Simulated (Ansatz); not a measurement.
Ansatz input

```yaml
crystal:
  lattice:
    - [2.2486352535, 0.0, 0.0]
    - [0.0, 2.2486352535, 0.0]
    - [0.0, 0.0, 2.2486352535]
  atoms:
    - { symbol: Be, position: [0.0, 0.0, 0.0] }
hamiltonian:
  xc: pbesol
  pseudopotentials:
    kind: paw
    azcp:
      Be: "pseudopotentials/Be.paw.azcp"
basis:
  ecutwfc: 420
  fft_grid_basis: typed
kpoints:
  mp_grid: { grid: [16, 16, 16], shift: [0, 0, 0] }
magnetization:
  spin_polarized: false
scf:
  occupations: { method: fermi_dirac, width: 0.1 }
  lower_state_search: "off"
output:
  stress: true
```

Terminal output

```
Warning: the record states the generating functional pbe (its physics header spells it `PBE`), which answers neither for hamiltonian.xc's functional nor for the pbesol family's — results may be inconsistent (PPs are generated against a specific XC)
Engine: ansatz 0.2.0, x86_64-unknown-linux-gnu
Pseudopotentials: kind: paw
Pseudopotential: Be, paw, valence charge 2, recommended cutoff 420 eV (normal) 
Functional definition: PBEsol
  exchange = pbesol_x
  correlation = pbesol_c
Crystal: 1 atoms, lattice volume = 11.370 Å³
Basis set: ecut = 420 eV, 251 PW (Γ)
Bands: 5, of which v1, the nominal top of the filled ones, is band 1 counted from 1 (0 counted from 0)
Symmetry: 48 space group operations
Space group: Pm-3m (ITA 221), of the structure as read, at distance tolerance 2.2e-5 Å
k-points: 165 of 4096
Non-local potential: Be, projectors of the file, l = 0: 2, l = 1: 2, l = 2: 1
PAW form: soft (Blöchl's): semilocal exchange-correlation on the pseudo side does not see the compensation charge
PAW frozen core: Be, regenerated for the run's functional, and the local potential with it (the file was generated under x = pbe(κ = 0.804, μ = 0.2195149727645171), c = pbe(β = 0.06672455060314922))
PAW one-centre angular grid: Be, 110 points (default); XC on 64 Gauss nodes
Initial density: superposition of atomic densities (neutral atoms: chi_scale 0, normalization atom), corrected by the library's trained network
Initial wavefunctions: pseudopotential atomic-orbital guess
Functional: x = pbesol(κ = 0.804, μ = 0.12345679012345678), c = pbesol(β = 0.046)
SCF iter   1: F=—  HF=-89.306867 eV  |F-HF|=—  |Δ(HF+E_count)|=         —  Δρ=1.33e-3  dr2=1.58e-4  ethr=1.77e-3  ⟨swp⟩=4.8  Hψ=7895  notcnv=0
SCF iter   2: F=—  HF=-89.306849 eV  |F-HF|=—  |Δ(HF+E_count)|=   1.87e-5  Δρ=6.22e-4  dr2=3.24e-5  ethr=7.91e-6  ⟨swp⟩=1.4  Hψ=2215  notcnv=0
SCF iter   3: F=—  HF=-89.306839 eV  |F-HF|=—  |Δ(HF+E_count)|=   9.37e-6  Δρ=3.03e-5  dr2=5.10e-8  ethr=1.62e-6  ⟨swp⟩=1.6  Hψ=1195  notcnv=0
iter 4 did not close the SCF: its close was put off for the readings that it lacked (scf_convergence_deferred on its scf_iter line)
SCF iter   4: F=-89.306839 eV  HF=-89.306839 eV  |F-HF|=1.86e-10  |Δ(HF+E_count)|=   7.10e-9  Δρ=3.58e-6  dr2=9.91e-10  ethr=2.55e-9  ⟨swp⟩=1.3  Hψ=1137  notcnv=0
iter 5 did not close the SCF: its close was put off for the readings that it lacked (scf_convergence_deferred on its scf_iter line)
SCF iter   5: F=-89.306839 eV  HF=-89.306839 eV  |F-HF|=9.51e-12  |Δ(HF+E_count)|=  1.20e-10  Δρ=5.47e-7  dr2=9.55e-12  ethr=4.96e-11  ⟨swp⟩=1.5  Hψ=1169  notcnv=0
SCF iter   6: F=-89.306839 eV  HF=-89.306839 eV  |F-HF|=4.26e-14  |Δ(HF+E_count)|=  1.07e-11  Δρ=2.05e-8  dr2=2.06e-14  ethr=1.00e-12  ⟨swp⟩=1.0  Hψ=2377  notcnv=0
SCF 1 converged in 6 iterations: F = -89.306839 eV  dr2 = 2.06e-14
SCF converged after 6 iterations
Free energy (F): -89.306839 eV
Harris-Foulkes:  -89.306839 eV  (|F-HF|=4.26e-14)
Internal energy: -89.294111 eV  (E = F + TS)
E sigma→0 (E₀):  -89.300475 eV
Entropy (-TS):   -0.012728 eV (-12.728 meV/atom)
Fermi energy:    4.766786 eV
--- Per-component energies (eV) ---
  E_band       = 2.241974
  E_kinetic    = 17.037002
  E_local      = 0.231706  (includes V_loc(G=0)·N_el)
  E_nonlocal   = 4.948951
  E_hartree    = 0.084651
  E_xc         = -18.077298
  E_vxc        = -18.820194  (∫ρ·V_xc dr)
  E_paw        = -57.190099  (= ΣΔE_a)
  E_vpaw       = -1.324792  (= ΣTr[D̂ρ^β])
  E_aug_tail   = -0.000001  (compensation charges beyond the density's cutoff)
  E_ewald      = -36.338555
  E_core_change = 0.009531  (= ΣΔE_core)
  E_smearing   = -0.012728  (= −TS)
  E_closure    = 0.000000  (closes the sum)
  Σ components = -89.306839   (vs F -89.306839, Δ=0.00e0)
--- Stress (GPa, compression-positive) ---
       -7.043832      -0.000000       0.000000
       -0.000000      -7.043832       0.000000
        0.000000       0.000000      -7.043832
  P = ⅓ Tr σ = -7.0438 GPa (-70.438 kbar)
```

Command:

```sh
ansatz run input.yaml --threads 2 --pin off --max-ram 5120MiB --backend cpu --events-out ev --progress --plain --runs-dir out
```

On 2 threads of Intel(R) Xeon(R) 6975P-C (Granite Rapids) (shared host) this took about 0.29 s of wall time and 0.45 s of CPU time.
